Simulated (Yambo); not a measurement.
Yambo input for CsNO₃ (space group Pmmn, No. 59) (a = 5.550 Å, b = 6.155 Å, c = 5.079 Å, α = β = γ = 90.00°), on PBEsol (Quantum ESPRESSO, PseudoDojo norm-conserving, 84 Ry, no spin-orbit coupling) wavefunctions on a 4×4×4 mesh:

```
optics
chi
dipoles
kernel
FFTGvecs= 40 Ry
Chimod= "HARTREE"
NGsBlkXd= 3 Ry
% QpntsRXd
 1 | 1 |
%
% BndsRnXd
 1 | 133 |
%
GrFnTpXd= "R"
% EnRngeXd
 0.0 | 20.0 | eV
%
% DmRngeXd
 0.2 | 0.2 | eV
%
CGrdSpXd= 50
ETStpsXd= 161
% LongDrXd
 0.0 | 1.0 | 0.0 |
%
```

First lines of the file o-*.eps_q1_inv_rpa_dyson:

```
Absorption @ Q(1):   0.00000000     1.00000000     0.00000000    [q->0 direction]
#
# [ X ] Hartree size     :  103
# [GEN] GF Energies     : Perdew, Burke & Ernzerhof SOL(X)+Perdew, Burke & Ernzerhof SOL(C)
# [GEN] Green`s Function     : Retarded
#
# [GEN] Gauge     : Length
# [GEN] [r,Vnl] included     : yes
#
#    E[1] [eV]     Im(eps)     Re(eps)     Im(eps_o)     Re(eps_o)
#
     0.000000     -0.10804E-17     2.616798     -0.99389E-18     3.374666
     0.125000     0.909969E-3     2.617082     0.002222     3.375357
     0.250000     0.001824     2.617933     0.004459     3.377432
     0.375000     0.002745     2.619355     0.006723     3.380905
     0.500000     0.003677     2.621354     0.009031     3.385799
     0.625000     0.004625     2.623938     0.011398     3.392144
     0.750000     0.005593     2.627118     0.013840     3.399981
     0.875000     0.006584     2.630908     0.016377     3.409363
     1.000000     0.007605     2.635324     0.019027     3.420353
     1.125000     0.008661     2.640385     0.021815     3.433029
     1.250000     0.009757     2.646115     0.024765     3.447481
     1.375000     0.010900     2.652540     0.027908     3.463819
     1.500000     0.012098     2.659692     0.031277     3.482170
     1.625000     0.013360     2.667607     0.034914     3.502685
     1.750000     0.014696     2.676328     0.038866     3.525540
     1.875000     0.016118     2.685903     0.043190     3.550944
     2.000000     0.017641     2.696389     0.047956     3.579143
     2.125000     0.019282     2.707852     0.053249     3.610430
     2.250000     0.021063     2.720370     0.059176     3.645154
     2.375000     0.023011     2.734034     0.065868     3.683733
     2.500000     0.025165     2.748954     0.073496     3.726672
     2.625000     0.027573     2.765263     0.082278     3.774591
     2.750000     0.030311     2.783123     0.092505     3.828248
     2.875000     0.033500     2.802731     0.104576     3.888590
     3.000000     0.037352     2.824322     0.119051     3.956801
     3.125000     0.042281     2.848084     0.136771     4.034341
     3.250000     0.048913     2.873803     0.158941     4.122852
     3.375000     0.057356     2.900417     0.186799     4.224149
     3.500000     0.065354     2.927130     0.221268     4.341253
     3.625000     0.071048     2.957825     0.264885     4.480098
     3.750000     0.077084     2.995106     0.323283     4.647684
     3.875000     0.085935     3.040427     0.406255     4.854034
     4.000000     0.100450     3.093976     0.531506     5.111486
```
(The file goes on to the top of the energy range.) Convergence of the RPA response with its 4×4×4 mesh was not tested.

Geometry of the Materials Project entry, not relaxed at this level.

The structure is a Materials Project entry; no match was found in the copy of COD used, and its stability was not checked.
